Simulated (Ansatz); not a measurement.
HgI:
```
CELL_PARAMETERS angstrom
     -2.34870     2.34870     5.78631
      2.34870    -2.34870     5.78631
      2.34870     2.34870    -5.78631
ATOMIC_POSITIONS crystal
  Hg 0.88771 0.88771 0.00000
  Hg 0.11229 0.11229 0.00000
  I  0.64980 0.64980 0.00000
  I  0.35020 0.35020 0.00000
```

Relaxed with LDA. Special points in fractions of this cell's reciprocal vectors: Γ (0.000, 0.000, 0.000); X (0.000, 0.000, 0.500); P (0.250, 0.250, 0.250); N (0.000, 0.500, 0.000); M (0.500, 0.500, -0.500); S (0.291, 0.709, -0.291); S0 (-0.291, 0.291, 0.291); R (-0.082, 0.082, 0.500); G (0.500, 0.500, -0.082).

### Question
List the band energies nearest the valence-band maximum at these points for DFT-LDA with spin–orbit coupling in the program Ansatz with PAW potentials.

### Answer
In eV from the valence-band maximum; about four levels below and three above (degenerate sets whole), none deeper than 8.9 eV; points with the same levels are listed once.

```csv
k,below,above
Γ,-1.67 -1.67 -1.20 -1.20,2.66 2.66 4.33 4.33
X,-2.33 -2.33 -1.50 -1.50,2.34 2.34 4.46 4.46
P,-1.91 -1.91 -0.89 -0.89,0.93 0.93 4.68 4.68
N,-0.89 -0.89 -0.09 -0.09,1.92 1.92 2.66 2.66
M,-0.85 -0.85 -0.64 -0.64,1.91 1.91 3.52 3.52
S,-0.53 -0.53 -0.17 -0.17,2.84 2.84 3.00 3.00
R,-1.75 -1.75 -1.44 -1.44,2.33 2.33 3.85 3.85
```

Space group I4/mmm. The first step of the workflow began from a Materials Project structure, measured or hypothetical; the Crystallography Open Database files this formula in space group No. 139, but the cells were not matched. Its standing as an ambient phase is unchecked. The cell was relaxed with LDA under the symmetry of its start; whether a distortion lowers the energy is not shown. A crystal of weakly bound molecules computed without a dispersion correction: the cell and the soft elastic constants depend strongly on that.

Potentials: the later of the program's two PAW sets.
